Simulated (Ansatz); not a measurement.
Relaxed-ion elastic tensor of CoC (zinc blende, space group No. 216) in GPa (Voigt order), the program Ansatz at the r²SCAN level (PAW); density 6.22 g/cm³, 9.46 Å³ per atom.

```json
[
 {"": "1", "1": "327", "2": "220", "3": "220", "4": "0.0", "5": "0.0", "6": "0.0"},
 {"": "2", "1": "220", "2": "327", "3": "220", "4": "0.0", "5": "0.0", "6": "0.0"},
 {"": "3", "1": "220", "2": "220", "3": "327", "4": "0.0", "5": "0.0", "6": "0.0"},
 {"": "4", "1": "0.0", "2": "0.0", "3": "0.0", "4": "78.6", "5": "0.0", "6": "0.0"},
 {"": "5", "1": "0.0", "2": "0.0", "3": "0.0", "4": "0.0", "5": "78.6", "6": "0.0"},
 {"": "6", "1": "0.0", "2": "0.0", "3": "0.0", "4": "0.0", "5": "0.0", "6": "78.6"}
]
```

Question: Is the crystal mechanically stable?

Answer: Yes: the smallest eigenvalue of C is 78.6 GPa.

Question: Work out the Voigt, Reuss and Hill averages.

Answer: K_V = 256, K_R = 256, K_H = 256; G_V = 68.6, G_R = 66.3, G_H = 67.5 GPa.

Question: Give Young's modulus, Poisson's ratio, Pugh's ratio and the universal anisotropy index.

Answer: E = 9KG/(3K + G) = 186 GPa; ν = 0.38; K/G = 3.79 (ductile by the Pugh limit of 1.75); A_U = 5G_V/G_R + K_V/K_R − 6 = 0.18.

Question: Estimate the sound speeds and the Debye temperature.

Answer: v_l = √((K + 4G/3)/ρ) = 7450 m/s, v_t = √(G/ρ) = 3290 m/s, mean 3720 m/s; Θ = (h/k)(3n/4πV)^(1/3) v_m = 523 K.

Question: Give the Zener ratio and Young's modulus along [100], [110] and [111].

Answer: A = 2C44/(C11 − C12) = 1.46; 1/E = S11 − 2(S11 − S12 − S44/2)Γ with Γ = 0, 1/4, 1/3 gives 151, 194, 214 GPa.

Space group F-43m (zinc blende). The start of the workflow was typed in or built on a structure type; neither database checked (COD, Materials Project) lists it. Whether it is the stable phase at ambient conditions was not checked. Symmetry was held in the r²SCAN relaxation; whether a distortion lowers the energy is not shown. The workflow began spin-polarised and lost its moments. The volume moved by 60 % from the start of the relaxation. Its formation energy is positive at this level, so the cell may be metastable or incomplete. As this level gives no gap, shear constants depend on the k-mesh and smearing (Fermi–Dirac, 0.1 eV here).

Potentials: the earlier of the program's two PAW sets. The files were generated under PBE; for other functionals the program regenerates the frozen cores, and for LDA and PBEsol the local potential too.
